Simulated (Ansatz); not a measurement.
## InPd under compression and expansion

```cif
data_structure
_symmetry_space_group_name_H-M 'Pm-3m'
_symmetry_Int_Tables_number 221
_cell_length_a 3.2719
_cell_length_b 3.2719
_cell_length_c 3.2719
_cell_angle_alpha 90.000
_cell_angle_beta 90.000
_cell_angle_gamma 90.000
_cell_volume 35.03
loop_
_atom_site_label
_atom_site_type_symbol
_atom_site_symmetry_multiplicity
_atom_site_Wyckoff_symbol
_atom_site_fract_x
_atom_site_fract_y
_atom_site_fract_z
_atom_site_occupancy
In1 In 1 a 0.00000 0.00000 0.00000 1
Pd1 Pd 1 b 0.50000 0.50000 0.50000 1
```

The runs use the primitive cell with vectors (3.272, 0.000, 0.000), (0.000, 3.272, 0.000), (0.000, 0.000, 3.272) Å, to which the k mesh refers.

The cell is the one relaxed in the Materials Project (mp-21215), not relaxed further here; entries there can be hypothetical.

Spin polarisation is left out, and whether a magnetic state lies lower isn't shown here.

No spin–orbit coupling, which matters for the heavy atoms here.

Levels of theory: DFT, LDA, all-electron LAPW, scalar-relativistic (Ansatz 0.2.0); DFT, LDA, PAW with Ansatz's default frozen-core files, scalar-relativistic (Ansatz 0.2.0).

For LAPW: a Γ-centred 13×13×13 k mesh, Fermi–Dirac smearing of 0.03 eV, basis error target 1 meV/atom, no spin polarisation. PAW takes a cutoff of 420 eV at this cell (files made with PBE, cores remade for this functional). The Ansatz runs share mesh, smearing and spin set-up. Plane-wave (PAW) pressures include the program's estimate of the Pulay term.

The cell above is scaled evenly, with fractional coordinates and shape held.

```csv
V/V(cell),V (Å³/atom),"P, LAPW (GPa)","P, PAW (GPa)","free energy over the lowest listed, PAW (meV/atom)"
0.9405,16.471,1.29,1.26,0.0
0.9700,16.988,?,?,?
1.0000,17.513,-6.87,-6.89,20.2
1.0300,18.039,-9.64,-9.66,47.5
1.0600,18.564,-12.00,-12.01,83.1
```

Fill in the row V/V(cell) = 0.9700.

P, LAPW (GPa) = -3.19, P, PAW (GPa) = -3.22, free energy over the lowest listed, PAW (meV/atom) = 3.4.

What do Birch–Murnaghan fits to the pressures give?

LAPW: V0 = 16.61 Å³/atom, B0 = 151 GPa, B0′ = 6.1; PAW: V0 = 16.60 Å³/atom, B0 = 151 GPa, B0′ = 6.1.

PAW's V0 lies -0.02 % from the all-electron value and its B0 0.0 %. Symmetry fixes shape and coordinates here, so this is the relaxed modulus.
